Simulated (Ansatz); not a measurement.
Input:

ScPd$_{3}$:
```yaml
crystal:
  lattice:
    - [3.94298, 0.00000, 0.00000]
    - [0.00000, 3.94298, 0.00000]
    - [0.00000, 0.00000, 3.94298]
  atoms:
    - { symbol: Sc, position: [0.00000, 0.00000, 0.00000] }
    - { symbol: Pd, position: [0.50000, 0.50000, 0.00000] }
    - { symbol: Pd, position: [0.00000, 0.50000, 0.50000] }
    - { symbol: Pd, position: [0.50000, 0.00000, 0.50000] }
```

This is the PBEsol-relaxed structure.

All from the program Ansatz at the PBEsol level (PAW), unless another level is named. Estimate the density of states at the Fermi level.

0.70 states/eV per atom (mean over ±0.08 eV).

And the formation energy from the elements (no fitted shifts)?

-0.86 eV/atom.

Give the gap with spin–orbit coupling.

none (metallic).

Space group Pm-3m (Cu3Au type). The first step of the workflow began from a Materials Project structure, measured or hypothetical; the Crystallography Open Database files this formula in space group No. 221, but the cells were not matched. Whether it is the stable phase at ambient conditions was not checked. The PBEsol relaxation kept the symmetry of its start; of distortions, only those at the zone centre were tested. No spin polarisation was allowed. The references are the lowest solids computed at this level, not always the standard phases. Scalar-relativistic: spin–orbit coupling is off unless named, which matters more the heavier the elements.

Potentials: the later of the program's two PAW sets.
